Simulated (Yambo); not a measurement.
Yambo run on SrCl₂ (fluorite, space group Fm-3m, No. 225). The wavefunctions are PBEsol (pw.x of Quantum ESPRESSO, ONCV potentials, with spin-orbit coupling) ones on a 4×4×4 mesh (24 occupied bands); a = 4.8833 Å, b = 4.8833 Å, c = 4.8833 Å, α = 60.00°, β = 60.00°, γ = 60.00°.

Yambo input:

```
rim_cut
gw0
dyson
el_el_corr
HF_and_locXC
ppa
em1d
RandQpts= 1000000
RandGvec= 1 Ry
EXXRLvcs= 68 Ry
VXCRLvcs= 272 Ry
Chimod= "HARTREE"
% BndsRnXp
 1 | 178 |
%
NGsBlkXp= 5 Ry
% LongDrXp
 1.0 | 1.0 | 1.0 |
%
PPAPntXp= 27.2114 eV
% GbndRnge
 1 | 178 |
%
GTermKind= "BG"
DysSolver= "n"
ExtendOut
% QPkrange
 1 | 1 | 25 | 25 |
 7 | 7 | 24 | 25 |
%
```

k points by index: 1 = Γ, 7 = X.

Table of the .qp output:

```
#    K-point    Band    Eo [eV]    E [eV]    E-Eo [eV]    Vxc [eV]    Vnlxc [eV]    Sc|Eo [eV]    Sc|E [eV]    dSc/dw|Eo [eV]    Re(Z)    Im(Z)
#
    1    25    5.255604    5.951756    0.696153    -8.066579    -3.932828    -3.327910    -3.437598    -4.286932    0.863899    -0.914082E-3
    7    24    0.000000    -1.639832    -1.639832    -14.68788    -18.99471    2.296485    2.666994    -6.147840    0.815706    -0.001152
    7    25    5.341874    6.360388    1.018515    -8.682950    -4.232096    -3.270656    -3.432340    -4.319262    0.863013    -0.934435E-3
```
(The two width columns are left out.) Convergence of these settings isn't established.

Geometry relaxed with PBEsol.
